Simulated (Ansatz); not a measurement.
Relaxed-ion elastic tensor of Ti (hcp (Mg type), P6_3/mmc) in GPa (Voigt order), plane-wave PAW r²SCAN+D4 (Ansatz code); density 4.62 g/cm³, 17.22 Å³ per atom.

```
 179  99.4  76.8   0.0   0.0   0.0
99.4   179  76.8   0.0   0.0   0.0
76.8  76.8   198   0.0   0.0   0.0
 0.0   0.0   0.0  48.1   0.0   0.0
 0.0   0.0   0.0   0.0  48.1   0.0
 0.0   0.0   0.0   0.0   0.0  40.0
```

Is the crystal mechanically stable?

Yes: the smallest eigenvalue of C is 40.0 GPa.

Work out the Voigt, Reuss and Hill averages.

K_V = 118, K_R = 118, K_H = 118; G_V = 47.5, G_R = 46.3, G_H = 46.9 GPa.

Give Young's modulus, Poisson's ratio, Pugh's ratio and the universal anisotropy index.

E = 9KG/(3K + G) = 124 GPa; ν = 0.32; K/G = 2.52 (ductile by the Pugh limit of 1.75); A_U = 5G_V/G_R + K_V/K_R − 6 = 0.13.

Estimate the sound speeds and the Debye temperature.

v_l = √((K + 4G/3)/ρ) = 6260 m/s, v_t = √(G/ρ) = 3190 m/s, mean 3570 m/s; Θ = (h/k)(3n/4πV)^(1/3) v_m = 412 K.

How much does each axis shrink under pressure?

Linear compressibilities β_i = Σ_j S_ij (j = 1 to 3): x 2.8, y 2.8, z 2.9 per TPa.

The cell was relaxed with r²SCAN+D4 under the symmetry of its start. No spin polarisation was allowed. The pairwise dispersion correction was not fitted to metals. As this level gives no gap, shear constants depend on the k-mesh and smearing (Fermi–Dirac, 0.1 eV here).

Potentials: the later of the program's two PAW sets.
